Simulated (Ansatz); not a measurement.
YZn:
```yaml
crystal:
  lattice:
    - [3.52063, 0.00000, 0.00000]
    - [0.00000, 3.52063, 0.00000]
    - [0.00000, 0.00000, 3.52063]
  atoms:
    - { symbol: Zn, position: [0.50000, 0.50000, 0.50000] }
    - { symbol: Y, position: [0.00000, 0.00000, 0.00000] }
```

Relaxed with PBEsol. Special points in fractions of this cell's reciprocal vectors: Γ (0.000, 0.000, 0.000); X (0.000, 0.500, 0.000); M (0.500, 0.500, 0.000); R (0.500, 0.500, 0.500).

Q: List the band energies nearest the Fermi level at these points for the program Ansatz at the PBEsol level (PAW).

A: In eV from the Fermi level; about four levels below and three above (degenerate sets whole), none deeper than 8.9 eV; points with the same levels are listed once.

| k | below | above |
|---|---|---|
| Γ | -6.87 -6.87 -6.87 -0.05 -0.05 | 4.47 4.47 4.47 |
| X | -6.89 -6.85 -4.07 -3.44 | 0.39 1.46 1.46 |
| M | -6.72 -4.02 -0.12 -0.12 | 0.21 2.92 2.92 |
| R | -1.98 -1.98 -1.98 -0.38 | 5.45 5.45 5.45 |

Space group Pm-3m (CsCl type). The workflow started from an entry of the Crystallography Open Database (COD). Its standing as an ambient phase is unchecked. The cell was relaxed with PBEsol under the symmetry of its start; of distortions, only those at the zone centre were tested. The run is not spin-polarised. Scalar-relativistic: spin–orbit coupling is off unless named, which matters more the heavier the elements.

Potentials: the later of the program's two PAW sets.
